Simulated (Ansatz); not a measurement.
Values for one crystal, relaxed and computed with DFT-PBEsol in the program Ansatz with PAW potentials; other levels are named.

Volume per atom: 14.19 Å³
Band gap: 7.06 eV (indirect)
Hill bulk and shear moduli: 52.4 and 31.2 GPa
Electron effective mass with spin–orbit coupling: 0.47, 0.52, 0.52 mₑ (principal values)
Smallest direct gap on the standard path: 7.10 eV
Poisson's ratio: 0.25
Electron effective mass: 0.47, 0.52, 0.52 mₑ (principal values)

Problem. Pick the material that matches.
A) BaCuSF, P4/nmm (Ba on 2c, Cu on 2b, S on 2c, F on 2a)
B) BaMgF4, Cmcm (Pearson symbol oS24)
C) MnF2, Pbcn (Mn on 4c, F on 8d)
D) BaTiO3, cubic perovskite

Solution. B, BaMgF4, Cmcm (Pearson symbol oS24)

The workflow started from a Materials Project entry (that database holds measured and hypothetical structures alike); the Crystallography Open Database copy checked does not list it. COD files the formula under space group No. 36. Its standing as an ambient phase is unchecked. Symmetry was held in the PBEsol relaxation. At this level the phase is dynamically unstable (imaginary phonons). Spin–orbit coupling is left out wherever it is not named.

Potentials: the earlier of the program's two PAW sets. The files were generated under PBE; for other functionals the program regenerates the frozen cores, and for LDA and PBEsol the local potential too.
